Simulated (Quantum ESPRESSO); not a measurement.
# An isovalent swap in NaF: field gradients

Host, cell and atoms relaxed with PBE and no dispersion term (field gradients by a PBE PAW density (pw.x of a modified build of Quantum ESPRESSO, JTH datasets) with the all-electron reconstruction of Petrilli and co-workers, 30 Ha, k-mesh 5×5×5 through Γ):

| site | site symmetry | Vzz (10²¹ V/m²) | η_Q | ∣C_Q∣ (MHz) |
|---|---|---|---|---|
| Na (atoms 1, 3, 5, 7) | m-3m | 0 | – | 0 (²³Na) |
| F (atoms 2, 4, 6, 8) | m-3m | 0 | – | – |

Its cell: a = b = c = 4.665 Å, α = β = γ = 90.00°.

Changed cell (atom 1 is the new one; 30 Ha, k-mesh 5×5×5 through Γ):

```xyz
8
Lattice="4.5692 0.0000 0.0000 0.0000 4.5692 0.0000 0.0000 0.0000 4.5692" Properties=species:S:1:pos:R:3 pbc="T T T"
Li     0.0000     0.0000     0.0000
F      2.2846     0.0000     0.0000
Na     0.0000     2.2846     2.2846
F      2.2846     2.2846     2.2846
Na     2.2846     0.0000     2.2846
F      0.0000     0.0000     2.2846
Na     2.2846     2.2846     0.0000
F      0.0000     2.2846     0.0000
```
The cell was made here from a computed Materials Project entry: one of 4 Na replaced by Li, cell and atoms relaxed (PBE without dispersion, pw.x of Quantum ESPRESSO, symmetry kept). The parent is NaF in Fm-3m. The swapped cell is a model, not a known phase. Stability against distortions was not tested.

Quadrupole moments taken as inputs (sizes, barn, from the tables of PySCF and pymatgen): ²³Na 0.104, ⁷Li 0.0401.

Principal values are ordered |Vxx| ≤ |Vyy| ≤ |Vzz|, η = (Vxx − Vyy)/Vzz, and C_Q = eQVzz/h is given by its size. Cores are frozen. Against all-electron runs on small test molecules, this scheme's |Vzz| missed by −6 to +4 % (−29 % in KF) on F. Static lattice: thermal averaging is not included.

Question: What do the sites of the changed cell show?

Answer: 
```
site                distance to atom 1 (Å)  Vzz (10²¹ V/m²)   η_Q  ∣C_Q∣ (MHz)
------------------  ----------------------  ---------------  ----  -----------
Li (atom 1)                              –                0     –            0
F1 (atoms 2, 6, 8)                    2.28             2.40  0.00            –
Na (atoms 3, 5, 7)                    3.23        under 0.2     –   under 0.49
F2 (atom 4)                           3.96                0     –            –
```
The swap repeats in every cell, so this is an ordered compound and not a dilute impurity.
